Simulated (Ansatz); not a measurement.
Magnetic orders of CoGe3

Computed with DFT PBE, scalar-relativistic, plane waves, PAW (Ansatz 0.2.0).

```xyz
4
Lattice="3.9922 0.0000 0.0000 0.0000 3.9922 0.0000 0.0000 0.0000 3.9922" Properties=species:S:1:pos:R:3 pbc="T T T"
Ge    0.0000    1.9961    1.9961
Ge    1.9961    0.0000    1.9961
Ge    1.9961    1.9961    0.0000
Co    0.0000    0.0000    0.0000
```

```
plane-wave cutoff                               : 420 eV
Γ-centred k-mesh                                : 10×10×10
occupation rule                                 : Gaussian smearing, 0.1 eV
list of starting moments (μB, in atom order)    : 0 0 0 3.5
check for lower electronic states after the SCF : off
```

All runs keep this geometry, which isn't relaxed for the lowest state (largest force there 0.000 eV/Å, pressure 1.4 GPa) and needn't be a stable compound; relaxing each order can shift differences of a few meV. A propagation vector, in units of the reciprocal vectors, doubles the cell, which takes an equally dense mesh. Site moments are spin moments in atom-centred spheres that scale with the neighbour distance. The states are those that the runs reached from these starts; a lower one can exist.

Q: Starts tried: no spin; large parallel starting moments; antiferromagnetic, doubled cell, propagation vector (0, 0, 1/2); antiferromagnetic, doubled cell, propagation vector (0, 1/2, 1/2); antiferromagnetic, doubled cell, propagation vector (1/2, 1/2, 1/2). Which state comes out lowest, and what are the moments?

A: The lowest state is antiferromagnetic, reached from the start “antiferromagnetic, doubled cell, propagation vector (0, 0, 1/2)”, with site moments (μB) Co +1.19, Co -1.19.

```tsv
start	ends	energy above lowest (meV/atom)	site moments (μB)	gap on mesh (eV)	P (GPa)
no spin	non-magnetic	14.0	none over 0.05	metal	0.0
large parallel starting moments	ferromagnetic	7.57	Co +1.02	metal	1.0
antiferromagnetic, doubled cell, propagation vector (0, 0, 1/2)	antiferromagnetic	0.00	Co +1.19, Co -1.19	metal	1.4
antiferromagnetic, doubled cell, propagation vector (0, 1/2, 1/2)	antiferromagnetic	9.85	Co +1.06, Co -1.06	metal	1.4
antiferromagnetic, doubled cell, propagation vector (1/2, 1/2, 1/2)	antiferromagnetic	13.8	Co +0.67, Co -0.67	metal	0.5
```